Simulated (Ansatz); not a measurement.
TiS2:
```
TiS2
1.0
    3.31482     0.00000     0.00000
   -1.65741     2.87072     0.00000
    0.00000     0.00000     5.44654
Ti S
1 2
Direct
  0.00000   0.00000   0.00000
  0.33333   0.66667   0.26093
  0.66667   0.33333   0.73907
```

Relaxed with LDA.

**Question.** List the phonon frequencies at the special points (DFPT on a 3×3×2 q-mesh, Fourier-interpolated; DFT-LDA in the program Ansatz with PAW potentials).

**Answer.** In cm⁻¹; no LO–TO term at Γ, as the run had none.

```tsv
q	frequencies
Γ	0 0 0 196 196 248 248 343 388
M	128 139 192 239 254 293 296 346 392
K	141 215 215 268 268 288 323 345 345
A	49 49 88 199 199 244 244 332 407
L	128 140 190 229 255 293 297 350 382
H	129 221 221 267 267 283 324 344 344
```

Space group P-3m1 (CdI2 type). Symmetry was held in the LDA relaxation; phonons on a q-mesh show no instability. No spin polarisation was allowed. A crystal of weakly bound layers computed without a dispersion correction: the cell and the soft elastic constants depend strongly on that. As this level gives no gap, phonon frequencies hold no LO–TO term and depend on the k-mesh and smearing (Fermi–Dirac, 0.1 eV here).

Potentials: the later of the program's two PAW sets.
